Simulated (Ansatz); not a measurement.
## Sensitivity of the gradients in CO₂ to the input

Cell: a COD entry whose atoms were relaxed with PBE, the cell held.

Space group Pa-3 (No. 205); a = 5.6300 Å.

| site | Wyckoff | site symmetry | x | y | z |
| --- | --- | --- | --- | --- | --- |
| C | 4a | .-3. | 0.0000 | 0.0000 | 0.0000 |
| O | 8c | .3. | 0.1198 | 0.1198 | 0.1198 |

One atom of each set is listed.

Reference run. The numbers come from a DFT calculation in Ansatz (PBE, plane waves and PAW, scalar-relativistic, 420 eV cutoff, Γ-centred 4×4×4 k-points, Fermi–Dirac smearing 0.02 eV).

(1) The input is changed as follows: `scf.eigensolver.kind`: not typed → davidson; `basis.precision`: not typed → f64; `hamiltonian.xc`: pbe → revpbe; `basis.xc_grid`: not typed → 2. What happens to V_zz (10²¹ V/m²) and η?

Answers

(1) 

```
site  V_zz reference  η reference  V_zz changed  η changed
   C           -2.92         0.00         -2.92       0.00
   O            7.18         0.00          7.32       0.00
```

The largest change of V_zz is on O, from 7.18 to 7.32. In per cent, |V_zz| changes by 0 on C, +2 on O (all sites that start above 0.5).

On the reference run: The database entry as given showed forces above 3 eV/Å or a pressure above 30 GPa, though relaxing it moves no atom far.
